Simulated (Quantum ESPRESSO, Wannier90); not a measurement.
## Wannier functions of Au (fcc (Cu type))

```
CELL_PARAMETERS angstrom
      0.00000     2.08564     2.08564
      2.08564     0.00000     2.08564
      2.08564     2.08564     0.00000
ATOMIC_POSITIONS crystal
  Au 0.00000 0.00000 0.00000
```

Materials Project entry mp-81; symmetrised, unrelaxed at this level. This is the element's usual structure. Method: PBEsol plane waves in Quantum ESPRESSO 7.5 (PseudoDojo norm-conserving files, 61 Ry, no spin polarisation, no spin-orbit coupling), Bloch states on a 12×12×12 mesh through Γ, Wannier90 4.0.1. Density: 18×18×18 mesh, cold smearing 0.01 Ry. Spin-orbit coupling is left out although heavy elements are present.

Base run: 9 functions from bands 5-21 of the 21 computed, start hydrogen-like Au: s;p;d, centres 0.05 Å off the atoms, frozen window up to 1.50 eV relative to the Fermi level, outer window open. One setting was then changed (edges relative to the Fermi level; misfit to pw.x on a path, for states up to 1.0 eV relative to the Fermi level).

| run | Ω_I (Å²) | rms misfit (meV) | worst (meV) |
|---|---|---|---|
| base | 7.65 | 1.4 | 11 |
| changed | 7.58 | 21 | 296 |

**Question.** Which change was made?
(A) no frozen window
(B) only the lowest 15 of the kept bands
(C) frozen window to 3.50 eV
(D) frozen window to -0.50 eV

**Answer.** D, frozen window to -0.50 eV. The others give:

```json
[
 {"run": "frozen window to 3.50 eV", "Ω_I (Å²)": "7.71", "rms misfit (meV)": "1.3", "worst (meV)": "7.9"},
 {"run": "no frozen window", "Ω_I (Å²)": "7.33", "rms misfit (meV)": "419", "worst (meV)": "1451"},
 {"run": "only the lowest 15 of the kept bands", "Ω_I (Å²)": "8.51", "rms misfit (meV)": "1.3", "worst (meV)": "7.6"}
]
```
